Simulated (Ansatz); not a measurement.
**From the elastic tensor of IrRh2 to moduli and sound speeds**

All numbers below come from DFT PBE, scalar-relativistic, plane waves, PAW (Ansatz 0.2.0). Settings: 420 eV plane-wave cutoff, Γ-centred 18×18×4 mesh, Fermi-Dirac smearing of 0.15 eV. No spin polarisation.

Space group P-3m1 (No. 164), trigonal, a = 2.737 Å, c = 13.231 Å. Ir is surrounded by 3 Rh at 2.72 Å and 9 Ir at 2.72–2.74 Å; Rh on its first site has 9 Rh at 2.71–2.74 Å and 3 Ir at 2.72 Å; Rh on its second site has 12 Rh at 2.70–2.74 Å.

The structure comes from a generated guess, relaxed at this level; another structure or a mixture of phases may lie lower. In a metal, frequencies and elastic constants depend on the k mesh and the smearing, soft modes and shear constants most. Spin–orbit coupling is left out, which matters for heavy elements.

Relaxed-ion constants (GPa, on the Cartesian axes of the calculation):
C11 = 468.6, C12 = 168.5, C13 = 187.1, C14 = -0.1, C22 = 468.6, C23 = 187.1, C24 = 0.1, C33 = 465.6, C44 = 75.5, C55 = 75.5, C56 = -0.1, C66 = 150.1 GPa; the others vanish.

Density 15.397 g/cm³; 6 atoms in 85.86 Å³.

With S = C⁻¹: B_V = (C11+C22+C33+2(C12+C13+C23))/9, G_V = (C11+C22+C33−C12−C13−C23+3(C44+C55+C66))/15, 1/B_R = S11+S22+S33+2(S12+S13+S23), 15/G_R = 4(S11+S22+S33−S12−S13−S23)+3(S44+S55+S66); Hill is their mean. Then v_l = √((B+4G/3)/ρ), v_t = √(G/ρ), v_m = [(2/v_t³+1/v_l³)/3]^(−1/3) and Θ = (ħ/k_B)·v_m·(6π²n/V)^(1/3) for n atoms in the volume V; E = 9BG/(3B+G), ν = (3B−2G)/(2(3B+G)) and A^U = 5G_V/G_R + B_V/B_R − 6.

| Quantity | Value |
| --- | --- |
| Bulk modulus, Voigt / Reuss / Hill | 276.5 / 276.4 / 276.4 GPa |
| Shear modulus, Voigt / Reuss / Hill | 117.6 / 106.1 / 111.8 GPa |
| Young's modulus | 296 GPa |
| Poisson ratio | 0.322 |
| Pugh ratio B/G | 2.47 (over 1.75, the rule of thumb for ductile) |
| Universal anisotropy index | 0.54 |
| Longitudinal and transverse sound speeds | 5257 and 2695 m/s |
| Debye temperature from the mean sound speed | 370 K |
